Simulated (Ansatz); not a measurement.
Sr₂NbBiO₆ — ⁸⁷Sr nuclear quadrupole resonance

Cell: a computed structure from the Materials Project (it need not be an observed phase).

Space group Pn-3:1 (No. 201); a = 8.5173 Å.

| site | Wyckoff | site symmetry | x | y | z |
| --- | --- | --- | --- | --- | --- |
| Sr1 | 2a | 23. | 0.5000 | 0.5000 | 0.5000 |
| Sr3 | 6d | 222.. | 0.0000 | 0.0000 | 0.5000 |
| Nb | 4b | .-3. | 0.2500 | 0.2500 | 0.2500 |
| Bi | 4c | .-3. | 0.7500 | 0.7500 | 0.7500 |
| O | 24h | 1 | 0.2130 | 0.2969 | 0.4805 |

One atom of each set is listed.

The numbers come from a DFT calculation in Ansatz (r2SCAN, plane waves and PAW, scalar-relativistic, 500 eV cutoff, Γ-centred 3×3×3 k-points, Fermi–Dirac smearing 0.02 eV).

⁸⁷Sr: I = 9/2, Q = 305.0 mb (year-2017 value). Static lattice, zero field.

Q: Predict the zero-field ⁸⁷Sr lines of each site.

A: For I = 9/2 and η = 0 the lines are |C_Q|/24 times 1, 2, 3 and 4; η shifts the lowest up most. Sites with |C_Q| under 0.05 MHz are left out.

```tsv
site	atoms	V_zz (10²¹ V/m²)	C_Q (MHz)	η	line frequencies (MHz)
Sr3	6	14.61	108	0.05	4.59, 8.95, 13.5, 17.9
```

At this cell the r2SCAN pressure is -5 GPa, so with r2SCAN the cell would shrink if it were relaxed. The entry's cell may itself be off. The largest force is 0.5 eV/Å, so the atoms aren't at the calculated equilibrium and relaxing them would move these values. Without spin–orbit coupling (the program notes it for Sr) the gradients are little affected as a rule: paired runs on crystals with a gap mostly move them by under 2 % at such atoms.

Hardware: 1 thread of Intel Xeon Platinum 8488C (Sapphire Rapids) (x86_64; 64 cores open to the job, memory cap 2.5 GiB, no GPU), a shared host with a load of 0.6 a core. Wall time 1.9 min, CPU time 1.9 min, peak memory 2.2 GiB.
